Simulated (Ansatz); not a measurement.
SiO2 (alpha-cristobalite type, space group P4_12_12)

```yaml
crystal:
  lattice:
    - [5.08450, 0.00000, 0.00000]
    - [0.00000, 5.08450, 0.00000]
    - [0.00000, 0.00000, 7.10033]
  atoms:
    - { symbol: Si, position: [0.29379, 0.29379, 0.00000] }
    - { symbol: Si, position: [0.79379, 0.20621, 0.75000] }
    - { symbol: Si, position: [0.20621, 0.79379, 0.25000] }
    - { symbol: Si, position: [0.70621, 0.70621, 0.50000] }
    - { symbol: O, position: [0.24121, 0.09332, 0.17417] }
    - { symbol: O, position: [0.74121, 0.40668, 0.57583] }
    - { symbol: O, position: [0.25879, 0.59332, 0.07583] }
    - { symbol: O, position: [0.75879, 0.90668, 0.67417] }
    - { symbol: O, position: [0.90668, 0.75879, 0.32583] }
    - { symbol: O, position: [0.40668, 0.74121, 0.42417] }
    - { symbol: O, position: [0.59332, 0.25879, 0.92417] }
    - { symbol: O, position: [0.09332, 0.24121, 0.82583] }
```

The volume is varied about the relaxed value V₀ at fixed cell shape. The atoms relax within the cell's symmetry.

All values below come from PBE (plane waves to 420 eV, PAW, scalar-relativistic; Ansatz, a program for electronic structure). k mesh 5×5×4 (Γ-centred), Fermi-Dirac smearing 0.05 eV. Energies are smeared free energies. Compression counts positive. With the shape held, the modulus is that of even scaling; a crystal free to change shape is softer. SiO2 was relaxed with its symmetry unable to fall. The zero of ΔE is the relaxed starting cell.

| V (Å³/atom) | ΔE (meV/atom) |
|---|---|
| 12.849 | 25.3 |
| 13.257 | 16.7 |
| 13.665 | 10.2 |
| 14.073 | 5.5 |
| 14.481 | withheld |
| 14.889 | 0.6 |
| 15.297 | 0.0 |
| 15.705 | 0.5 |
| 16.112 | 2.1 |
| 16.520 | 4.5 |
| 16.928 | 7.9 |
| 17.336 | 12.1 |
| 17.744 | 18.0 |

Task: Fit a third-order Birch-Murnaghan form (E₀, V₀, B₀, B₀′ free) to the given rows and predict ΔE at V = 14.481.

Result: Least squares on the 12 given rows: ΔE = E₀ + (9V₀B₀/16)·y²·[2 + (B₀′ − 4)y], y = (V₀/V)^(2/3) − 1, with V₀ = 15.296 Å³/atom, B₀ = 17.27 GPa (160.2 GPa = 1 eV/Å³; the term in eV is multiplied by 1000), B₀′ = 2.35, E₀ = -0.19 meV/atom; root-mean-square residual 0.23 meV/atom. At 14.481 the fit gives 2.3 meV/atom; the calculation gives 2.4 meV/atom, so the interpolation is off by -0.1 (-4.2 %). For the pressure the fit gives 1.01 GPa against the computed 0.96 GPa.

(A scan under strain: stresses follow from slopes of the energy per volume, elastic moduli from its curvatures.)
